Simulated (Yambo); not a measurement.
Material: Cs2CaH4 (space group I4/mmm, No. 139); a = 8.4093 Å, b = 8.4093 Å, c = 8.4093 Å, α = 148.23°, β = 148.23°, γ = 45.54° (7 atoms in the cell). The geometry is that of Materials Project entry mp-697133, symmetrised and not relaxed again.

With PBEsol (pw.x of Quantum ESPRESSO, ONCV potentials, scalar-relativistic), the gap between the mesh's edge points (N → (0.25, -0.25, 0.25)) is 2.827 eV.

By how much does one-shot G0W0 (Yambo; 4×4×4 Γ-centred k mesh, 164 bands and a 6 Ry block in the screening, 164 bands in G with the Bruneval-Gonze terminator, plasmon pole fitted at 27.2 eV) open this gap, and what gap results?

The correction is 2.313 eV, giving 5.140 eV, 1.8 times the PBEsol value.  Nearest settings tried, and what they do to the gap: 2 Ry block (55 vectors against 295): -258 meV. Not varied: bands in G, bands in W, mesh. So the settings aren't converged at that level. 

The structure is a Materials Project entry; no match was found in the copy of COD used, and its stability was not checked.
